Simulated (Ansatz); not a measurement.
YNb₆Sn₆: field gradients at two levels of theory

Cell: a measured structure from the Crystallography Open Database (COD) whose atoms were relaxed with PBE, the cell held.

```cif
data_YNb6Sn6
_symmetry_space_group_name_H-M 'P6/mmm'
_symmetry_Int_Tables_number 191
_cell_length_a 5.7498
_cell_length_b 5.7498
_cell_length_c 9.5003
_cell_angle_alpha 90.000
_cell_angle_beta 90.000
_cell_angle_gamma 120.000
loop_
_atom_site_label
_atom_site_type_symbol
_atom_site_symmetry_multiplicity
_atom_site_Wyckoff_symbol
_atom_site_fract_x
_atom_site_fract_y
_atom_site_fract_z
Y Y 1 b 0.0000 0.0000 0.5000
Nb Nb 6 i 0.5000 0.0000 0.2508
Sn8 Sn 2 e 0.0000 0.0000 0.1697
Sn10 Sn 2 c 0.6667 0.3333 0.0000
Sn12 Sn 2 d 0.6667 0.3333 0.5000
```

One atom of each set is listed.

First run. Method: Kohn–Sham DFT in Ansatz, PBE, plane waves and PAW, scalar-relativistic, 420 eV cutoff, Γ-centred 7×7×4 k-points, Fermi–Dirac smearing 0.05 eV.

```
site  V_zz (10²¹ V/m²)     η
   Y             -2.66  0.00
  Nb            -11.26  0.85
 Sn8             16.65  0.00
Sn10             -26.0  0.00
Sn12             -20.7  0.00
```

Second run. The same atoms and settings, except that spin–orbit coupling is included (fully relativistic PAW files).

Q: What does the second run give?

A: 

```csv
site,V_zz,η,change of V_zz
Y,-2.68,0.00,-0.02
Nb,-11.30,0.85,-0.04
Sn8,16.61,0.00,-0.04
Sn10,-25.9,0.00,+0.06
Sn12,-20.6,0.00,+0.10
```

The largest change of V_zz is on Sn12, from -20.7 to -20.6. In per cent, |V_zz| changes by +1 on Y, 0 on Nb, 0 on Sn (all sites that start above 2).

At this cell the principal stresses reach 5 GPa in size with PBE, which can matter for small gradients. With no gap above 0.1 eV, as in a metal, the gradients converge slowly in k; expect changes of a tenth or more on a denser mesh.
